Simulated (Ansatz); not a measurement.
AlN (zinc blende)

```xyz
2
Lattice="0.0000 2.2016 2.2016 2.2016 0.0000 2.2016 2.2016 2.2016 0.0000" Properties=species:S:1:pos:R:3 pbc="T T T"
N      3.3024     3.3024     3.3024
Al     0.0000     0.0000     0.0000
```

In this cell atom 2 (Al, nearest neighbour N at 1.907 Å; its periodic images, 3.1 Å or more away, move with it) is moved by s along Cartesian z, unit vector (0.000, 0.000, 1.000); all other atoms and the cell stay fixed.

Method: PBE (plane waves to 420 eV, PAW, scalar-relativistic; Ansatz, a program for electronic structure). k mesh 10×10×10 (Γ-centred), Fermi-Dirac smearing 0.05 eV. E stands for the smeared free energy. Stress and pressure are positive under compression. AlN was relaxed with its symmetry unable to fall. ΔE is measured from the undisplaced structure.

Q: Give the computed ΔE (meV/cell) and P (GPa) at s (Å) = -0.380, -0.228, 0.076, 0.152, 0.228, 0.304.

A: 
```
s (Å)   ΔE (meV/cell)  P (GPa)
------  -------------  -------
-0.380            916     15.4
-0.228            346      5.8
0.076              39      0.7
0.152             156      2.6
0.228             346      5.8
0.304             602     10.1
```

(For displaced atoms, the force is minus the slope of the energy, and its curvature is a force constant, which sets phonon frequencies.)
